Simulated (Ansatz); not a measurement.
A geometry of Bi2Se3 away from equilibrium: the start of the relaxation of a generated trial cell of Bi2Se3 in the Bi2Te3 structure type. Method: PBE (plane waves to 420 eV, PAW, scalar-relativistic; Ansatz, a first-principles code). Γ-centred k-mesh 7×7×7 on the run's cell (coarser than for final values), Fermi–Dirac smearing 0.05 eV.

```xyz
5
Lattice="2.0431 1.1796 9.4844 -2.0431 1.1796 9.4844 0.0000 -2.3592 9.4844" Properties=species:S:1:pos:R:3 pbc="T T T"
Bi     0.0000     0.0000    11.3529
Bi     0.0000     0.0000    17.1004
Se     0.0000     0.0000     0.0000
Se     0.0000     0.0000     5.9183
Se     0.0000     0.0000    22.5350
```

Task: Which atoms carry the largest force, and which way does it point?

Result: 0.93 eV/Å, on Bi1, Bi2 (atoms numbered as listed); on Bi2 its components are (0.00, 0.00, -0.93).

Task: What is the pressure?

Result: +2.9 GPa, compression positive.

Task: How far above the relaxed end point is this geometry?

Result: 0.05 eV/atom; the path ends in R-3m (No. 166) (AFLOW prototype A2B3_hR5_166_c_ac (C33, as in Bi2Te3)).

No spin polarisation in the result.

The run could not lose the symmetry of its start; a randomly shaken copy of 5 atoms returns to this structure.
